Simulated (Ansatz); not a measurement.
A geometry of SnO$_{2}$ away from equilibrium: step 3 of the relaxation of a relaxed SnO2 cell stretched uniformly to 130 % of its volume. Method: r2SCAN (plane waves to 500 eV, PAW, scalar-relativistic; Ansatz, a program for electronic structure). Γ-centred k-mesh 5×5×7 on the run's cell (coarser than for final values), Fermi–Dirac smearing 0.05 eV. The plane waves were selected for a different cell earlier on the path.

```xyz
6
Lattice="4.7864 0.0000 0.0000 0.0000 4.7864 0.0000 0.0000 0.0000 3.1544" Properties=species:S:1:pos:R:3 pbc="T T T"
Sn     0.0000     0.0000     0.0000
Sn     2.3932     2.3932     1.5772
O      1.4718     1.4718     0.0000
O      3.8650     0.9214     1.5772
O      0.9214     3.8650     1.5772
O      3.3146     3.3146     0.0000
```

Give the Cartesian forces on all atoms (eV/Å).


```json
[
 {"atom": "Sn1", "Fx": "0.00", "Fy": "0.00", "Fz": "0.00"},
 {"atom": "Sn2", "Fx": "0.00", "Fy": "0.00", "Fz": "0.00"},
 {"atom": "O3", "Fx": "-0.23", "Fy": "-0.23", "Fz": "0.00"},
 {"atom": "O4", "Fx": "-0.23", "Fy": "0.23", "Fz": "0.00"},
 {"atom": "O5", "Fx": "0.23", "Fy": "-0.23", "Fz": "0.00"},
 {"atom": "O6", "Fx": "0.23", "Fy": "0.23", "Fz": "0.00"}
]
```

The path ends in P4₂/mnm (No. 136) (rutile type). No spin polarisation in the result.

The run could not lose the symmetry of its start.
